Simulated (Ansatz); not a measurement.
Ansatz (an electronic-structure program) input:

Ansatz 0.2 input:
```yaml
crystal:
  lattice:
    - [0.0, 4.7320672618, 4.7320672618]
    - [4.7320672618, 0.0, 4.7320672618]
    - [4.7320672618, 4.7320672618, 0.0]
  atoms:
    - { symbol: Cs, position: [0.75, 0.75, 0.75] }
    - { symbol: Cs, position: [0.25, 0.25, 0.25] }
    - { symbol: Rb, position: [0.5, 0.5, 0.5] }
    - { symbol: In, position: [0.0, 0.0, 0.0] }
    - { symbol: F, position: [0.7803971484, 0.2196028516, 0.2196028516] }
    - { symbol: F, position: [0.2196028516, 0.7803971484, 0.7803971484] }
    - { symbol: F, position: [0.2196028516, 0.7803971484, 0.2196028516] }
    - { symbol: F, position: [0.7803971484, 0.2196028516, 0.7803971484] }
    - { symbol: F, position: [0.2196028516, 0.2196028516, 0.7803971484] }
    - { symbol: F, position: [0.7803971484, 0.7803971484, 0.2196028516] }
kpoints:
  mp_grid: { grid: [4, 4, 4] }
  band_path:
    path:
      - [[0.0, 0.0, 0.0], [0.5, 0.0, 0.5], [0.625, 0.25, 0.625]]  # Γ-X-U
      - [[0.375, 0.375, 0.75], [0.0, 0.0, 0.0], [0.5, 0.5, 0.5], [0.5, 0.25, 0.75], [0.5, 0.0, 0.5]]  # K-Γ-L-W-X
      - [VBM, CBM]
    npoints: 12
hamiltonian:
  xc: r2scan
  pseudopotentials: { kind: paw }
magnetization: { noncollinear: true, spin_orbit: true }
scf:
  n_extra_bands: 20
  convergence: { dr2_threshold: 0.0000000001 }
  occupations: { method: gaussian, width: 0.01 }
checkpoint: { write: soc.run }
output: { eigenvalues: true }
```

Output (shortened):

```
Pseudopotential: Cs, paw_fr, valence charge 9
Pseudopotential: Rb, paw_fr, valence charge 9
Pseudopotential: In, paw_fr, valence charge 13
Pseudopotential: F, paw_fr, valence charge 7
Functional definition: r2SCAN
non-collinear run that drives no moment, with spin-orbit …
Crystal: 10 atoms, lattice volume = 211.925 Å³
Basis set: ecut = 500 eV, 5329 PW (Γ), exchange–correlation on 200×200×200 points (64 copies of the dense FFT grid, shifted against one another)
Bands: 102, of which v1, the nominal top of the filled ones, is band 82 counted from 1 (81 counted from 0)
Symmetry: 48 space group operations + 48 with time reversal
k-points: 8 of 64
Projection manifold: j_resolved (fully-relativistic pseudo-atomic orbitals)
SCF iter   1: F=—  HF=-25101.361911 eV  |F-HF|=—  |Δ(HF+E_count)|=         —  Δρ=1.20e-1  dr2=2.68e1  dr2_τ=7.72e-2  dr2_m=0.00e0 (ungated)  ethr=3.10e-3  |M|=0.00e0 ∫|m|=0.00e0 μB  |m|>n=0.0e0 m-floor=0.0e0 τ_xc=0.0e0  β_m=0.30  ⟨swp⟩=8.6  Hψ=2262  notcnv=0  defer=20
preconditioner: auto → Resta (q_TF=auto, 2.329 Å⁻¹)
spin=Noncollinear: Resta preconditioning applied to the charge; magnetization (m_x, m_y, m_z) channels mix plain (no charge-response kernel on spin).
SCF iter   2: F=—  HF=-25095.047485 eV  |F-HF|=—  |Δ(HF+E_count)|=    6.31e0  Δρ=4.29e-2  dr2=5.41e0  dr2_τ=8.23e-2  dr2_m=0.00e0 (ungated)  ethr=3.10e-3  |M|=0.00e0 ∫|m|=0.00e0 μB  |m|>n=0.0e0 m-floor=0.0e0 τ_xc=0.0e0  β_m=0.39  ⟨swp⟩=3.5  Hψ=840  notcnv=0  defer=114
SCF iter   3: F=—  HF=-25093.576663 eV  |F-HF|=—  |Δ(HF+E_count)|=    1.47e0  Δρ=1.75e-2  dr2=1.27e0  dr2_τ=3.94e-3  dr2_m=0.00e0 (ungated)  ethr=3.10e-3  |M|=0.00e0 ∫|m|=0.00e0 μB  |m|>n=0.0e0 m-floor=0.0e0 τ_xc=0.0e0  β_m=0.62  ⟨swp⟩=3.9  Hψ=661  notcnv=0  defer=114
SCF iter   4: F=—  HF=-25093.149427 eV  |F-HF|=—  |Δ(HF+E_count)|=   4.27e-1  Δρ=5.45e-3  dr2=5.12e-2  dr2_τ=8.93e-4  dr2_m=0.00e0 (ungated)  ethr=1.54e-3  |M|=0.00e0 ∫|m|=0.00e0 μB  |m|>n=0.0e0 m-floor=0.0e0 τ_xc=0.0e0  β_m=0.80  ⟨swp⟩=3.8  Hψ=852  notcnv=0  defer=114
SCF iter   5: F=—  HF=-25093.156119 eV  |F-HF|=—  |Δ(HF+E_count)|=   6.69e-3  Δρ=1.16e-3  dr2=1.68e-3  dr2_τ=4.69e-5  dr2_m=0.00e0 (ungated)  ethr=6.24e-5  |M|=0.00e0 ∫|m|=0.00e0 μB  |m|>n=0.0e0 m-floor=0.0e0 τ_xc=0.0e0  β_m=0.89  ⟨swp⟩=2.9  Hψ=733  notcnv=0  defer=114
SCF iter   6: F=—  HF=-25093.157500 eV  |F-HF|=—  |Δ(HF+E_count)|=   1.38e-3  Δρ=1.66e-4  dr2=5.71e-5  dr2_τ=9.54e-7  dr2_m=0.00e0 (ungated)  ethr=2.05e-6  |M|=0.00e0 ∫|m|=0.00e0 μB  |m|>n=0.0e0 m-floor=0.0e0 τ_xc=0.0e0  β_m=0.94  ⟨swp⟩=2.0  Hψ=653  notcnv=0  defer=114
SCF iter   7: F=—  HF=-25093.157561 eV  |F-HF|=—  |Δ(HF+E_count)|=   6.15e-5  Δρ=4.61e-5  dr2=3.82e-6  dr2_τ=9.51e-8  dr2_m=0.00e0 (ungated)  ethr=6.96e-8  |M|=0.00e0 ∫|m|=0.00e0 μB  |m|>n=0.0e0 m-floor=0.0e0 τ_xc=0.0e0  β_m=0.96  ⟨swp⟩=2.0  Hψ=679  notcnv=0  defer=114
SCF iter   8: F=—  HF=-25093.157414 eV  |F-HF|=—  |Δ(HF+E_count)|=   1.48e-4  Δρ=7.30e-6  dr2=2.35e-7  dr2_τ=2.04e-9  dr2_m=0.00e0 (ungated)  ethr=4.66e-9  |M|=0.00e0 ∫|m|=0.00e0 μB  |m|>n=0.0e0 m-floor=0.0e0 τ_xc=0.0e0  β_m=0.98  ⟨swp⟩=2.1  Hψ=619  notcnv=0  defer=114
SCF iter  11: F=-25093.157414 eV  HF=-25093.157414 eV  |F-HF|=1.46e-11  |Δ(HF+E_count)|=  4.55e-10  Δρ=9.30e-8  dr2=1.40e-11  dr2_τ=4.28e-13  dr2_m=0.00e0 (ungated)  ethr=1.00e-12  |M|=0.00e0 ∫|m|=0.00e0 μB  |m|>n=0.0e0 m-floor=0.0e0 τ_xc=0.0e0  ⟨swp⟩=13.6  Hψ=2105  notcnv=0
SCF 1 converged in 11 iterations: F = -25093.157414 eV  dr2 = 1.40e-11
NSCF: frozen V_eff on 16 k-points
NSCF: frozen V_eff on 16 k-points
NSCF: frozen V_eff on 16 k-points
NSCF: frozen V_eff on 16 k-points
NSCF: frozen V_eff on 5 k-points
NSCF: frozen V_eff on 5 k-points
NSCF: frozen V_eff on 5 k-points
NSCF: frozen V_eff on 2 k-points
NSCF: frozen V_eff on 87 k-points
SCF converged after 11 iterations
Magnetization: |M| = 0.0000 μB,  M = (+0.0000, +0.0000, +0.0000) μB
Absolute magnetization: 0.0000 μB (∫|m|)
  site 0: m = (+0.0000, +0.0000, +0.0000) μB, |m| = 0.0000 μB  (R = 1.39 Å)
  site 1: m = (+0.0000, +0.0000, +0.0000) μB, |m| = 0.0000 μB  (R = 1.39 Å)
  site 2: m = (+0.0000, +0.0000, +0.0000) μB, |m| = 0.0000 μB  (R = 1.09 Å)
  site 3: m = (+0.0000, +0.0000, +0.0000) μB, |m| = 0.0000 μB  (R = 0.86 Å)
  site 4: m = (+0.0000, +0.0000, +0.0000) μB, |m| = 0.0000 μB  (R = 0.86 Å)
  site 5: m = (+0.0000, +0.0000, +0.0000) μB, |m| = 0.0000 μB  (R = 0.86 Å)
  site 6: m = (+0.0000, +0.0000, +0.0000) μB, |m| = 0.0000 μB  (R = 0.86 Å)
  site 7: m = (+0.0000, +0.0000, +0.0000) μB, |m| = 0.0000 μB  (R = 0.86 Å)
  site 8: m = (+0.0000, +0.0000, +0.0000) μB, |m| = 0.0000 μB  (R = 0.86 Å)
  site 9: m = (+0.0000, +0.0000, +0.0000) μB, |m| = 0.0000 μB  (R = 0.86 Å)
Free energy (F): -25093.157414 eV
Harris-Foulkes:  -25093.157414 eV  (|F-HF|=1.46e-11)
Internal energy: -25093.157414 eV  (E = F + TS)
E sigma→0 (E₀):  -25093.157414 eV
Fermi energy:    4.760619 eV
--- Per-component energies (eV) ---
  E_band       = -474.002739
  E_kinetic    = 1976.224094
  E_local      = -6901.815515  (includes V_loc(G=0)·N_el)
  E_nonlocal   = 1041.352059
  E_hartree    = 2690.856304
  E_xc         = -1127.806937
  E_vxc        = -1233.496486  (∫ρ·V_xc dr)
  E_paw        = -18192.545923  (= ΣΔE_a)
  E_vpaw       = -818.978818  (= ΣTr[D̂ρ^β])
  E_aug_tail   = 0.005993  (compensation charges beyond the density's cutoff)
  E_vtau       = 80.993251  (kinetic-family band-sum trace: ∫τ·v_τ [+ j·A + Jᵃ·Aᵃ] dr)
  E_ewald      = -4580.163259
  E_core_change = 0.735771  (= ΣΔE_core)
  E_smearing   =  0.000000  (= −TS)
  E_closure    =  0.000000  (closes the sum)
  Σ components = -25093.157414   (vs F -25093.157414, Δ=0.00e0)
  [band-id]    e_kinetic+e_local+e_nonlocal+2·e_hartree+e_vxc+e_vpaw+e_augmentation_tail+e_vtau = -474.002815   (vs E_band -474.002739, Δ=-7.62e-5)
--- Band table (eV; the first three rows and the last of 8) ---
  k-point 0: bands = ["-21.3248", "-21.3248", "-19.2441", "-19.2441", "-19.0580", "-19.0580", "-19.0580", "-19.0580", "-19.0258", "-19.0258", "-19.0157", "-19.0157", "-19.0157", "-19.0157", "-16.6876", "-16.6876", "-16.6815", "-16.6815", "-9.4344", "-9.4344", …
  k-point 1: bands = ["-21.3220", "-21.3220", "-19.2728", "-19.2728", "-19.0649", "-19.0649", "-19.0646", "-19.0646", "-19.0165", "-19.0165", "-19.0092", "-19.0092", "-18.9880", "-18.9880", "-16.6914", "-16.6914", "-16.6876", "-16.6876", "-9.4368", "-9.4368", …
  k-point 2: bands = ["-21.3191", "-21.3191", "-19.2965", "-19.2965", "-19.0702", "-19.0702", "-19.0699", "-19.0699", "-19.0110", "-19.0110", "-19.0040", "-19.0040", "-18.9632", "-18.9632", "-16.6951", "-16.6951", "-16.6937", "-16.6937", "-9.4392", "-9.4392", …
  k-point 7: bands = ["-21.3190", "-21.3190", "-19.2830", "-19.2830", "-19.0654", "-19.0654", "-19.0362", "-19.0362", "-19.0284", "-19.0284", "-19.0226", "-19.0226", "-18.9788", "-18.9788", "-16.6976", "-16.6976", "-16.6976", "-16.6976", "-9.4364", "-9.4364", …
```

Cost: about 10 core-minutes (a rough figure) on shared cores.

Space group Fm-3m. The first step of the workflow began from a Materials Project structure, measured or hypothetical; the Crystallography Open Database copy checked does not list it. Its standing as an ambient phase is unchecked. The r²SCAN relaxation kept the symmetry of its start; its stability against distortions is not shown here.

Potentials: the later of the program's two PAW sets.

Ansatz is a plane-wave DFT program.
